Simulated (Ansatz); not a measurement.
Electric field gradients in AlO2

Computed with DFT PBE, scalar-relativistic, plane waves, PAW in Ansatz. Plane waves to 420 eV; Γ-centred k mesh 4×12×8; Gaussian smearing of 0.01 eV. Collinear spin, site moments 0.0, 0.0, 0.0, 0.0, 0.1, 0.1, 0.1, 0.1, 0.8, 0.8, 0.8, 0.8 μB.

Relaxed structure:
```yaml
crystal:
  lattice:
    - [9.34914, 0.00000, 0.00000]
    - [0.00000, 2.91675, 0.00000]
    - [0.00000, 0.00000, 4.82096]
  atoms:
    - { symbol: Al, position: [0.16292, 0.25000, 0.95835] }
    - { symbol: Al, position: [0.83708, 0.75000, 0.04165] }
    - { symbol: Al, position: [0.33708, 0.75000, 0.45835] }
    - { symbol: Al, position: [0.66292, 0.25000, 0.54165] }
    - { symbol: O, position: [0.77092, 0.25000, 0.22964] }
    - { symbol: O, position: [0.22908, 0.75000, 0.77036] }
    - { symbol: O, position: [0.72908, 0.75000, 0.72964] }
    - { symbol: O, position: [0.27092, 0.25000, 0.27036] }
    - { symbol: O, position: [0.96864, 0.25000, 0.84532] }
    - { symbol: O, position: [0.03136, 0.75000, 0.15468] }
    - { symbol: O, position: [0.53136, 0.75000, 0.34532] }
    - { symbol: O, position: [0.46864, 0.25000, 0.65468] }
```

**Question.** Give V_zz (10²¹ V/m²) and the asymmetry η at each distinct site.

**Answer.**
```json
{"atom": "Al (atom 1)", "V_zz": "1.39", "η": "0.70"}
{"atom": "O (atom 5)", "V_zz": "-4.80", "η": "0.28"}
{"atom": "O (atom 9)", "V_zz": "-9.68", "η": "0.11"}
```

Cost: 1 run of about 0.49 core-minutes, on Intel Xeon 6975P-C (Granite Rapids) (shared hosts).